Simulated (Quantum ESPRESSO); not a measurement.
# SiGa3O5N: one run as intended and one with a planted mistake

Computed values, not a measurement. The program is pw.x of Quantum ESPRESSO 7.5 (plane-wave density functional theory). The cell is made up: 10 atoms on a corundum lattice, with randomly drawn elements, strain and displacements, not relaxed. PseudoDojo standard norm-conserving files (v0.5 for PBE, v0.4.1 for LDA and PBEsol) set the functional; there is no spin polarisation, spin-orbit coupling or dispersion term, and the masses in the input are unused placeholders.

Intended input:

```
&control calculation='scf', pseudo_dir='./dojo.nc.sr.pbe.v0_5.standard.upf', outdir='./o', disk_io='low', tprnfor=.true., tstress=.true. /
&system ibrav=0, nat=10, ntyp=4, nbnd=45, ecutwfc=84.00895049, nosym=.true., tot_charge=0,
 occupations='smearing', smearing='fd', degauss=0.0018374661
/
&electrons conv_thr=7.350e-09, electron_maxstep=60, /
ATOMIC_SPECIES
Ga 1.0 Ga.upf
N 1.0 N.upf
O 1.0 O.upf
Si 1.0 Si.upf
CELL_PARAMETERS angstrom
2.508 1.448 4.5038
-2.508 1.448 4.5038
0.0 -2.896 4.5038
ATOMIC_POSITIONS angstrom
Si 0.0661 -0.1372 4.86
Ga 0.0578 -0.2301 2.0084
Ga 0.0675 0.0479 8.6723
Ga -0.0634 -0.1033 11.6014
O -1.1016 1.4208 7.8927
O -0.66 -1.4019 7.8302
N 1.7942 0.0783 7.9313
O 1.0466 -1.6392 5.5942
O 0.6222 1.6453 5.6559
O -1.993 -0.114 5.5501
K_POINTS automatic
5 5 5 1 1 1
```

The log is shortened where brackets say so; the opening notice, blank lines, dates and the lines on written files are dropped, and the path of the files is cut. It prints rydbergs, bohrs and kilobars, and counts compression as positive stress. Where no state is partly filled, the Fermi energy that it prints is only some level between the filled and the empty states on the mesh, and need not lie in the true gap.

Log of the intended run:

```
     Program PWSCF v.7.5
     Parallel version (MPI & OpenMP), running on       4 processor cores
     Number of MPI processes:                 4
     Threads/MPI process:                     1
     [start-up lines left out]
     bravais-lattice index     =            0
     lattice parameter (alat)  =      10.1186  a.u.
     unit-cell volume          =     662.2516 (a.u.)^3
     number of atoms/cell      =           10
     number of atomic types    =            4
     number of electrons       =        78.00
     number of Kohn-Sham states=           45
     kinetic-energy cutoff     =      84.0090  Ry
     charge density cutoff     =     336.0358  Ry
     scf convergence threshold =      7.3E-09
     mixing beta               =       0.7000
     number of iterations used =            8  plain     mixing
     Exchange-correlation= PBE
                           (   1   4   3   4   0   0   0)
     [axes and pseudopotential details left out]
   Cartesian axes
     site n.     atom                  positions (alat units)
         1        Si     tau(   1) = (   0.0123447  -0.0256232   0.9076428  )
         2        Ga     tau(   2) = (   0.0107946  -0.0429730   0.3750843  )
         3        Ga     tau(   3) = (   0.0126062   0.0089457   1.6196195  )
         4        Ga     tau(   4) = (  -0.0118404  -0.0192921   2.1666518  )
         5        O      tau(   5) = (  -0.2057324   0.2653455   1.4740232  )
         6        O      tau(   6) = (  -0.1232601  -0.2618157   1.4623508  )
         7        N      tau(   7) = (   0.3350808   0.0146231   1.4812320  )
         8        O      tau(   8) = (   0.1954607  -0.3061334   1.0447604  )
         9        O      tau(   9) = (   0.1162007   0.3072726   1.0562834  )
        10        O      tau(  10) = (  -0.3722083  -0.0212904   1.0365244  )
     number of k points=    63  Fermi-Dirac smearing, width (Ry)=  0.0018
                       cart. coord. in units 2pi/alat
        k(    1) = (   0.0000000   0.0000000   0.1188891), wk =   0.0320000
        k(    2) = (   0.0000000  -0.2465253   0.1981486), wk =   0.0320000
     [further k points left out]
     Dense  grid:    68965 G-vectors     FFT dimensions: (  60,  60,  60)
     Estimated max dynamical RAM per process >     199.40 MB
     Estimated total dynamical RAM >     747.08 MB
     Initial potential from superposition of free atoms
     starting charge      77.9913, renormalised to      78.0000
     Starting wfcs are   55 randomized atomic wfcs
     total cpu time spent up to now is        6.7 secs
     per-process dynamical memory:   162.3 Mb
     Self-consistent Calculation
     iteration #  1     ecut=    84.01 Ry     beta= 0.70
     Davidson diagonalization with overlap
     ethr =  1.00E-02,  avg # of iterations =  2.4
     total cpu time spent up to now is       19.6 secs
     total energy              =    -652.43418199 Ry
     estimated scf accuracy    <       2.41709626 Ry
     iteration #  2     ecut=    84.01 Ry     beta= 0.70
     Davidson diagonalization with overlap
     ethr =  3.10E-03,  avg # of iterations =  2.7
     total cpu time spent up to now is       32.4 secs
     total energy              =    -653.06708582 Ry
     estimated scf accuracy    <       2.59395538 Ry
     [iterations 3 to 11 left out]
     iteration # 12     ecut=    84.01 Ry     beta= 0.70
     Davidson diagonalization with overlap
     ethr =  5.45E-11,  avg # of iterations =  2.5
     total cpu time spent up to now is      146.0 secs
     total energy              =    -653.54635041 Ry
     estimated scf accuracy    <       0.00000002 Ry
     iteration # 13     ecut=    84.01 Ry     beta= 0.70
     Davidson diagonalization with overlap
     ethr =  2.46E-11,  avg # of iterations =  2.0
     total cpu time spent up to now is      155.9 secs
     End of self-consistent calculation
     [lines on levels left out]
     the Fermi energy is    10.8595 ev
!    total energy              =    -653.54635041 Ry
     estimated scf accuracy    <          2.0E-09 Ry
     smearing contrib. (-TS)   =      -0.00000000 Ry
     internal energy E=F+TS    =    -653.54635041 Ry
     The total energy is F=E-TS. E is the sum of the following terms:
     one-electron contribution =    -209.11600463 Ry
     hartree contribution      =     176.24123936 Ry
     xc contribution           =    -177.43529049 Ry
     ewald contribution        =    -443.23629464 Ry
     convergence has been achieved in  13 iterations
     Forces acting on atoms (cartesian axes, Ry/au):
     atom    1 type  4   force =    -0.01326435   -0.01973983   -0.09710936
     atom    2 type  1   force =    -0.10435760    0.15501593    0.07613008
     atom    3 type  1   force =     0.00079299   -0.03069308   -0.02509603
     atom    4 type  1   force =     0.04588739    0.04863547    0.04590199
     atom    5 type  3   force =     0.01465192   -0.00328500    0.07961322
     atom    6 type  3   force =    -0.05956227   -0.10989670   -0.02478012
     atom    7 type  2   force =     0.01511437    0.08009911    0.05675614
     atom    8 type  3   force =    -0.10958467    0.12860600   -0.00933903
     atom    9 type  3   force =     0.04015760   -0.16007392   -0.01387663
     atom   10 type  3   force =     0.17016462   -0.08866798   -0.08820025
     Total force =     0.438398     Total SCF correction =     0.000137
     Computing stress (Cartesian axis) and pressure
          total   stress  (Ry/bohr**3)                   (kbar)     P=       50.73
   0.00056615  -0.00006455  -0.00016825           83.28       -9.50      -24.75
  -0.00006455   0.00011215   0.00018337           -9.50       16.50       26.97
  -0.00016825   0.00018337   0.00035625          -24.75       26.97       52.41
     init_run     :      5.93s CPU      6.27s WALL (       1 calls)
     electrons    :    147.49s CPU    149.25s WALL (       1 calls)
     forces       :      1.78s CPU      1.82s WALL (       1 calls)
     stress       :      6.05s CPU      6.05s WALL (       1 calls)
     [timing details left out]
     PWSCF        :   2m41.69s CPU   2m43.95s WALL
     JOB DONE.
```

A second run has one planted mistake: the k-point mesh is too coarse. The input lines that differ, file-writing options aside:

```
- 5 5 5 1 1 1
+ 2 2 2 1 1 1
```

Its log:

```
     Program PWSCF v.7.5
     Parallel version (MPI & OpenMP), running on       4 processor cores
     Number of MPI processes:                 4
     Threads/MPI process:                     1
     [start-up lines left out]
     bravais-lattice index     =            0
     lattice parameter (alat)  =      10.1186  a.u.
     unit-cell volume          =     662.2516 (a.u.)^3
     number of atoms/cell      =           10
     number of atomic types    =            4
     number of electrons       =        78.00
     number of Kohn-Sham states=           45
     kinetic-energy cutoff     =      84.0090  Ry
     charge density cutoff     =     336.0358  Ry
     scf convergence threshold =      7.3E-09
     mixing beta               =       0.7000
     number of iterations used =            8  plain     mixing
     Exchange-correlation= PBE
                           (   1   4   3   4   0   0   0)
     [axes and pseudopotential details left out]
   Cartesian axes
     site n.     atom                  positions (alat units)
         1        Si     tau(   1) = (   0.0123447  -0.0256232   0.9076428  )
         2        Ga     tau(   2) = (   0.0107946  -0.0429730   0.3750843  )
         3        Ga     tau(   3) = (   0.0126062   0.0089457   1.6196195  )
         4        Ga     tau(   4) = (  -0.0118404  -0.0192921   2.1666518  )
         5        O      tau(   5) = (  -0.2057324   0.2653455   1.4740232  )
         6        O      tau(   6) = (  -0.1232601  -0.2618157   1.4623508  )
         7        N      tau(   7) = (   0.3350808   0.0146231   1.4812320  )
         8        O      tau(   8) = (   0.1954607  -0.3061334   1.0447604  )
         9        O      tau(   9) = (   0.1162007   0.3072726   1.0562834  )
        10        O      tau(  10) = (  -0.3722083  -0.0212904   1.0365244  )
     number of k points=     4  Fermi-Dirac smearing, width (Ry)=  0.0018
                       cart. coord. in units 2pi/alat
        k(    1) = (   0.0000000   0.0000000   0.2972229), wk =   0.5000000
        k(    2) = (   0.0000000   0.6163132   0.0990743), wk =   0.5000000
     [further k points left out]
     Dense  grid:    68965 G-vectors     FFT dimensions: (  60,  60,  60)
     Estimated max dynamical RAM per process >     104.79 MB
     Estimated total dynamical RAM >     368.66 MB
     Initial potential from superposition of free atoms
     starting charge      77.9913, renormalised to      78.0000
     Starting wfcs are   55 randomized atomic wfcs
     total cpu time spent up to now is        2.2 secs
     per-process dynamical memory:    76.8 Mb
     Self-consistent Calculation
     iteration #  1     ecut=    84.01 Ry     beta= 0.70
     Davidson diagonalization with overlap
     ethr =  1.00E-02,  avg # of iterations =  2.5
     total cpu time spent up to now is        3.0 secs
     total energy              =    -652.42590830 Ry
     estimated scf accuracy    <       2.42579057 Ry
     iteration #  2     ecut=    84.01 Ry     beta= 0.70
     Davidson diagonalization with overlap
     ethr =  3.11E-03,  avg # of iterations =  3.0
     total cpu time spent up to now is        3.8 secs
     total energy              =    -653.05590262 Ry
     estimated scf accuracy    <       2.61430178 Ry
     [iterations 3 to 11 left out]
     iteration # 12     ecut=    84.01 Ry     beta= 0.70
     Davidson diagonalization with overlap
     ethr =  5.73E-11,  avg # of iterations =  2.5
     total cpu time spent up to now is       11.8 secs
     total energy              =    -653.54189689 Ry
     estimated scf accuracy    <       0.00000002 Ry
     iteration # 13     ecut=    84.01 Ry     beta= 0.70
     Davidson diagonalization with overlap
     ethr =  2.44E-11,  avg # of iterations =  2.0
     total cpu time spent up to now is       12.5 secs
     End of self-consistent calculation
     [lines on levels left out]
     the Fermi energy is    11.2615 ev
!    total energy              =    -653.54189689 Ry
     estimated scf accuracy    <          2.7E-09 Ry
     smearing contrib. (-TS)   =       0.00000000 Ry
     internal energy E=F+TS    =    -653.54189689 Ry
     The total energy is F=E-TS. E is the sum of the following terms:
     one-electron contribution =    -209.13338836 Ry
     hartree contribution      =     176.26990891 Ry
     xc contribution           =    -177.44212280 Ry
     ewald contribution        =    -443.23629464 Ry
     convergence has been achieved in  13 iterations
     Forces acting on atoms (cartesian axes, Ry/au):
     atom    1 type  4   force =    -0.01235703   -0.01892813   -0.09644483
     atom    2 type  1   force =    -0.10325980    0.15535093    0.07551393
     atom    3 type  1   force =    -0.00008935   -0.03076446   -0.02449475
     atom    4 type  1   force =     0.04546034    0.04909419    0.04544779
     atom    5 type  3   force =     0.01605089   -0.00313760    0.07912168
     atom    6 type  3   force =    -0.06101106   -0.10954539   -0.02486626
     atom    7 type  2   force =     0.01450124    0.08046215    0.05599210
     atom    8 type  3   force =    -0.11102501    0.12875865   -0.00923540
     atom    9 type  3   force =     0.04004092   -0.16281004   -0.01379717
     atom   10 type  3   force =     0.17168885   -0.08848030   -0.08723710
     Total force =     0.439654     Total SCF correction =     0.000165
     Computing stress (Cartesian axis) and pressure
          total   stress  (Ry/bohr**3)                   (kbar)     P=       50.81
   0.00059238  -0.00006641  -0.00016852           87.14       -9.77      -24.79
  -0.00006641   0.00011993   0.00018621           -9.77       17.64       27.39
  -0.00016852   0.00018621   0.00032391          -24.79       27.39       47.65
     init_run     :      1.87s CPU      1.97s WALL (       1 calls)
     electrons    :     10.00s CPU     10.42s WALL (       1 calls)
     forces       :      0.30s CPU      0.32s WALL (       1 calls)
     stress       :      0.57s CPU      0.58s WALL (       1 calls)
     [timing details left out]
     PWSCF        :     12.93s CPU     13.50s WALL
     JOB DONE.
```

|  | intended run | run with the mistake |
| --- | --- | --- |
| free energy (eV) | -8891.951 | -8891.890 |
| smearing term -TS (eV) | 0.0000 | 0.0000 |
| pressure (GPa) | 5.07 | 5.08 |
| largest force component (eV/Å) | 4.375 | 4.414 |
| largest change of a force component (eV/Å) |  | 0.070 |
| iterations | 13 | 13 |

For scale, a rerun of the intended cell at a cutoff of 1437 eV and k mesh 7 x 7 x 7 moved values by no more than 0.004 eV in energy, 0.03 GPa in stress and 0.002 eV/Å in force.